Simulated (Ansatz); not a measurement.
## SrAlO: rattling a relaxed structure

The cell was found from a structure generator's guess, not taken from experiment.

Method: DFT PBE, scalar-relativistic, plane waves, PAW (Ansatz). Plane waves to 420 eV, a k mesh through Γ of 10×10×4 on the computed 6-atom cell and Gaussian smearing (0.10 eV); no spin polarisation.

The cell below (6 atoms, space group P4/nmm (No. 129)) is relaxed within its symmetry.

```cif
data_structure
_symmetry_space_group_name_H-M 'P 1'
_symmetry_Int_Tables_number 1
_cell_length_a 3.5938
_cell_length_b 3.5938
_cell_length_c 10.3334
_cell_angle_alpha 90.000
_cell_angle_beta 90.000
_cell_angle_gamma 90.000
_cell_volume 133.46
loop_
_atom_site_label
_atom_site_type_symbol
_atom_site_fract_x
_atom_site_fract_y
_atom_site_fract_z
_atom_site_occupancy
Sr1 Sr 0.50000 0.00000 0.66870 1
Sr2 Sr 0.00000 0.50000 0.33130 1
Al1 Al 0.50000 0.00000 0.07997 1
Al2 Al 0.00000 0.50000 0.92003 1
O1 O 0.50000 0.50000 0.00000 1
O2 O 0.00000 0.00000 0.00000 1
```

For the test a repeat of it with 12 atoms (edges 3.59, 7.19, 10.33 Å) was strained at random (σ = 1.5 % a component), the atoms were moved at random (σ = 0.10 Å), and all was relaxed again on a coarse 6×4×2 mesh (in the run’s order of axes) with 0.20 eV smearing, with no symmetry imposed.

Question: Does it come back?

Answer: It returns, within 1 meV/atom of the unmoved cell on that mesh and with the same symmetry when read at 0.1 Å (Pc at 0.01 Å, so small strains and shifts remain). No instability shows in this cell; modes of other wave vectors, which need another repeat, aren't tested. Another cell of SrAlO relaxed alike, in P4/mmm, lies 135 meV/atom lower, so this cell isn't the stable form at this level.
